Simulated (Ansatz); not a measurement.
CdTe (zinc blende)

```
CELL_PARAMETERS angstrom
      0.00000     3.27881     3.27881
      3.27881     0.00000     3.27881
      3.27881     3.27881     0.00000
ATOMIC_POSITIONS crystal
  Te 0.75000 0.75000 0.75000
  Cd 0.00000 0.00000 0.00000
```

Two coordinates are scanned: the volume, and the ratio of the stretch along z (the conventional c axis) to the stretch across it. Atoms keep their fractional coordinates.

The numbers are results of r2SCAN (plane waves to 500 eV, PAW, scalar-relativistic; Ansatz, a program for electronic structure), not measurements. k mesh 9×9×9 (Γ-centred), Fermi-Dirac smearing 0.05 eV. Stress and pressure are positive under compression. CdTe was relaxed with its symmetry unable to fall. Spin-orbit coupling is left out, though Te is heavy.

At one point of the scan the stress tensor (GPa) is:

```
   0.42     0.00     0.00
   0.00     0.42     0.00
   0.00     0.00    -1.11
```

**Question.** Which point is it?
A. V/V₀ = 1.053, (c/a)/(c/a)₀ = 1.120
B. V/V₀ = 1.000, (c/a)/(c/a)₀ = 1.080
C. V/V₀ = 1.053, (c/a)/(c/a)₀ = 1.080
D. V/V₀ = 1.027, (c/a)/(c/a)₀ = 1.000

**Answer.** B, V/V₀ = 1.000, (c/a)/(c/a)₀ = 1.080

(Under strain, the slope of the energy per volume gives the stress and its curvature an elastic modulus.)
